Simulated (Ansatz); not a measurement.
Input and output of a band-structure calculation on In4SbAs3 as one 8-atom ordering (Pm) on the wurtzite lattice (Ansatz 0.2.0, PBE). Cell and atoms come from a relaxation with r2SCAN.

Input file:
```yaml
crystal:
  lattice:
    - [7.2196375578, 0.0, 0.0004729953]
    - [0.0, 4.3889437904, 0.0]
    - [0.0005021459, 0.0, 7.606723761]
  atoms:
    - { symbol: As, position: [-0.0022049014, 0.0, 0.3278355857] }
    - { symbol: As, position: [0.0012755715, 0.5, 0.8377005608] }
    - { symbol: As, position: [0.4991567378, 0.5, 0.1692763469] }
    - { symbol: Sb, position: [0.5037628428, 0.0, 0.6648948696] }
    - { symbol: In, position: [0.3666503772, 0.0, 0.3205289346] }
    - { symbol: In, position: [0.3675037888, 0.5, 0.8479337478] }
    - { symbol: In, position: [0.8696393451, 0.5, 0.1663278499] }
    - { symbol: In, position: [0.8942162381, 0.0, 0.6655021047] }
kpoints:
  mp_grid: { grid: [4, 6, 4] }
  band_path:
    path:
      - [0.0, 0.0, 0.0]
      - [2.529044398661e-34, -0.5, -4.987546950522e-18]
      - [8.006623372704e-21, -0.5, -0.5]
      - [3.692719996153e-21, -2.322502826794e-22, -0.5]
      - [0.0, 0.0, 0.0]
      - [-0.5, -1.656686178273e-18, -0.5]
      - [-0.5, -0.5, -0.5]
      - [2.529044398661e-34, -0.5, -4.987546950522e-18]
      - [-0.5, -0.5, -4.887975785459e-17]
      - [-0.5, -1.656453927991e-18, -4.389240668285e-17]
      - [0.0, 0.0, 0.0]
    npoints: 10
hamiltonian:
  xc: pbe
scf:
  occupations: { method: fermi_dirac, width: 0.02 }
  n_extra_bands: 6
output:
  forces: true
  stress: true
  eigenvalues: true
  write_density: true
  write_potential: true
  elf: true
  volumetric_format: npy
```

Run as `ansatz run input.yaml --threads 4 --pin off --max-ram 6451MiB --backend cpu --events-out ev --progress --plain --runs-dir out`. Wall time 45 s on 4 threads of Arm Neoverse V1, on a shared host; peak host memory 1.3 GiB.

The output, standing remarks left out:
```
Pseudopotential: As, paw, valence charge 15, recommended cutoff 420 eV (normal)
Pseudopotential: Sb, paw, valence charge 15, recommended cutoff 420 eV (normal)
Pseudopotential: In, paw, valence charge 13, recommended cutoff 420 eV (normal)
Functional definition: PBE
  parameter kappa = 0.804
  parameter beta = 0.06672455060314922
  exchange = pbe_x(kappa = kappa, mu = beta*pi^2/3)
  correlation = pbe_c(beta = beta)
Crystal: 8 atoms, lattice volume = 241.031 Å³
Basis set: ecut = 420 eV, 4683 PW (Γ)
Bands: 62, of which v1, the nominal top of the filled ones, is band 56 counted from 1 (55 counted from 0)
Symmetry: 2 space group operations
Space group: Pm (ITA 6)
k-points: 40 of 96 (time reversal used)
SCF 1 converged in 8 iterations: F = -43445.741035 eV  dr2 = 1.70e-8
Free energy (F): -43445.741035 eV
Internal energy: -43445.740835 eV  (E = F + TS)
E sigma→0 (E₀):  -43445.740935 eV
Entropy (-TS):   -0.000200 eV (-0.025 meV/atom)
Fermi energy:    7.473793 eV
--- Forces (eV/Å), atoms counted from 1 ---
  atom   1  As    -0.01242      0.00000    -0.00134
  atom   2  As    -0.01908      0.00000    -0.00029
  atom   3  As      0.01845      0.00000      0.02174
  atom   4  Sb      0.01160      0.00000    -0.01619
  atom   5  In    -0.00293      0.00000      0.00184
  atom   6  In      0.00145      0.00000    -0.00482
  atom   7  In    -0.00393      0.00000      0.00472
  atom   8  In      0.00686      0.00000    -0.00567
--- Stress (GPa, compression-positive) ---
        1.789839       0.000000       0.003435
        0.000000       1.803546       0.000000
        0.003435       0.000000       1.788961
  P = ⅓ Tr σ = 1.7941 GPa (17.941 kbar)
--- Band table (eV; the first three rows and the last of 40) ---
  k-point 0: bands = […, 6.1675, 6.3070, 6.4988, 6.8616, 7.2247, 7.3993, 7.5321, 7.9763, 8.8263, 9.4111, …]
  k-point 1: bands = […, 5.7577, 5.8618, 6.0333, 6.5033, 7.0657, 7.3796, 8.2431, 8.7791, 8.9011, 9.5381, …]
  k-point 2: bands = […, 5.4661, 5.7262, 6.4214, 6.6138, 6.6699, 7.1812, 8.8073, 8.9036, 9.0392, 9.6446, …]
  k-point 39: bands = […, 5.4745, 5.4791, 5.5370, 5.7475, 5.8705, 5.9813, 8.5331, 8.5356, 8.5929, 8.8142, …]
```

The rows of the band table are 0: (0, 0, 0) = Γ, 1: (0, 0, 1/4), 2: (0, 0, -1/2) = B, 39: (-1/2, -1/2, -1/2) = E.

Levels along the path, in eV from the valence top (v1 is the last filled band, c1 the first empty one):
```
point  distance (1/Å)     v1    c1
    Γ            0.00  -0.11  0.02
    ·            0.36  -0.70  1.48
    Z            0.72  -1.75  2.60
    ·            0.92  -1.51  1.99
    D            1.13  -1.02  1.21
    ·            1.49  -1.13  1.97
    B            1.84  -0.33  1.30
    ·            2.05  -0.13  0.73
    Γ            2.26  -0.11  0.02
    ·            2.56  -0.31  0.95
    A            2.86  -0.76  1.56
    ·            3.22  -1.62  1.86
    E            3.57  -1.53  1.02
    ·            3.87  -1.43  1.47
    Z            4.17  -1.75  2.60
    ·            4.39  -1.40  1.93
   C₂            4.61  -1.39  1.74
    ·            4.97  -1.22  1.72
   Y₂            5.32  -0.34  0.63
    ·            5.54  -0.14  0.39
    Γ            5.76  -0.11  0.02
```

Planar averages along the third cell vector, from rho_z.tsv and v_z.tsv (valence density with its augmentation; electrostatic potential energy of an electron, of which only differences have a meaning):

| z (Å) | ρ (e/Å³) | v_es (eV) |
| --- | --- | --- |
| 0.00 | 0.090 | 9.58 |
| 0.56 | 0.177 | 6.95 |
| 0.99 | 0.633 | 4.54 |
| 1.55 | 0.748 | 2.77 |
| 1.97 | 0.503 | 1.62 |
| 2.54 | 0.944 | 4.12 |
| 2.96 | 0.350 | 5.61 |
| 3.52 | 0.096 | 9.44 |
| 3.94 | 0.093 | 9.36 |
| 4.51 | 0.297 | 4.88 |
| 4.93 | 0.810 | 2.47 |
| 5.49 | 0.510 | 1.98 |
| 5.92 | 0.463 | 2.66 |
| 6.48 | 0.916 | 4.27 |
| 6.90 | 0.343 | 5.41 |
| 7.47 | 0.098 | 9.32 |

With PBE the gap is 0.01 eV and direct, at Γ–A (0.10 of the way from Γ). (This is within a few times the smearing of 0.02 eV, so the filling near the edges can be smeared.) Edges are sought over the mesh and the listed points. With the atoms held, the mean pressure is +1.79 GPa (compression positive). The largest force is 0.03 eV/Å.

The cell comes from a prototype generator: it can be a known phase or a hypothetical one. Spin polarisation is off.

Spin-orbit coupling is left out, which matters wherever the heavy atoms make up the band edges.

Gaps or overlaps of about a tenth of an eV are at the limit of these meshes: between the points read a gap can be smaller or closed.
